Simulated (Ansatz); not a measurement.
ScF3:
```xyz
4
Lattice="4.0303 0.0000 0.0000 0.0000 4.0303 0.0000 0.0000 0.0000 4.0303" Properties=species:S:1:pos:R:3 pbc="T T T"
Sc     0.0000     0.0000     0.0000
F      2.0152     0.0000     0.0000
F      0.0000     2.0152     0.0000
F      0.0000     0.0000     2.0152
```

Relaxed with r²SCAN.

Task: Tabulate the valence density and the electron localisation function along the shortest Sc–F contact (2.02 Å), DFT-r²SCAN in the program Ansatz with PAW potentials.

Result: 

```
distance from Sc (Å)  density (e/Å³)   ELF
--------------------  --------------  ----
0.20                            7.11  0.17
0.30                            6.70  0.40
0.40                            5.81  0.62
0.50                            4.51  0.74
0.60                            3.13  0.77
0.71                            1.94  0.67
0.81                            1.12  0.43
0.91                            0.68  0.19
1.01                            0.53  0.09
1.11                            0.58  0.23
1.21                            0.82  0.51
1.31                            1.27  0.72
1.41                            2.12  0.81
1.51                            3.64  0.80
1.61                            5.90  0.76
1.71                            8.64  0.68
1.81                           11.31  0.55
```

The density is the valence pseudo-density with augmentation charge, so density and ELF within about 1 Å of a nucleus are not all-electron values.

Space group Pm-3m (ReO3 type). The workflow started from an entry of the Crystallography Open Database (COD, 300 K), which files this formula under 4 space groups. Whether it is the stable phase at ambient conditions was not checked. The cell was relaxed with r²SCAN under the symmetry of its start; whether a distortion lowers the energy is not shown. The run is not spin-polarised.

Potentials: the later of the program's two PAW sets.
